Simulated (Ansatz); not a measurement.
**Kick test of a cell of Ta2SN4**

The cell was found from a structure generator's guess, not taken from experiment.

Computed with Ansatz, DFT PBE, scalar-relativistic, plane waves, PAW. Cutoff 420 eV; k points 6×6×6 on the computed 7-atom cell (Γ-centred); Gaussian smearing, width 0.02 eV; no spin polarisation.

The cell below (7 atoms, space group Cm (No. 8)) is relaxed within its symmetry.

```
Ta S N
1.0
     3.22010   -3.60007    0.04452
     3.22010    3.60007    0.04452
    -1.69116    0.00000    5.84122
Ta S N
2 1 4
Direct
  0.27494 0.77479 0.52833
  0.77479 0.27494 0.52833
  0.85727 0.85727 0.85684
  0.99362 0.47045 0.35718
  0.03609 0.03609 0.68605
  0.47045 0.99362 0.35718
  0.59284 0.59284 0.68608
```

For the test it was strained at random (σ = 1.5 % a component), the atoms were moved at random (σ = 0.05 Å), and all was relaxed again on a coarse 4×4×2 mesh (in the run’s order of axes) with 0.10 eV smearing, with no symmetry imposed.

No dispersion correction is applied, so the spacing and binding between layers, chains or molecules are poorly described. Spin–orbit coupling, which can matter for Ta, is left out.

Q: What happens?

A: It doesn't return. The energy falls by 37 meV/atom on that mesh, the volume changes by -4.1 %, and the end has space group P1 (No. 1) at a loose tolerance. Relaxed again on a 6×6×6 mesh with 0.02 eV smearing, the new structure lies 37 meV/atom below the first (mesh in the axes of the run's cell; the cell below is made exact in the group named). Space group P1 (No. 1), triclinic, a = 4.825 Å, b = 4.829 Å, c = 5.748 Å, α = 100.9°, β = 100.6°, γ = 96.1°. Ta on its first site has 2 N at 1.90 Å, 2 N at 2.04–2.05 Å, 1 S at 2.74 Å and 1 Ta at 3.13 Å; Ta on its second site has 2 N at 1.90 Å, 2 N at 2.04–2.05 Å, 1 S at 2.75 Å and 1 Ta at 3.13 Å; around S lie 2 N at 1.72 Å and 2 Ta at 2.74–2.75 Å; N on its first site has 2 Ta at 1.90 Å; 3 more sites not described.

```
Ta S N
1.0
     4.82532    0.00000    0.00000
    -0.51510    4.80125    0.00000
    -1.05475   -1.20346    5.52071
Ta S N
2 1 4
Direct
  0.25745 0.77623 0.52724
  0.77195 0.29141 0.52552
  0.91350 0.80169 0.85846
  0.98589 0.46732 0.33129
  0.02331 0.04384 0.69856
  0.45605 0.00921 0.35981
  0.59185 0.61031 0.69912
```
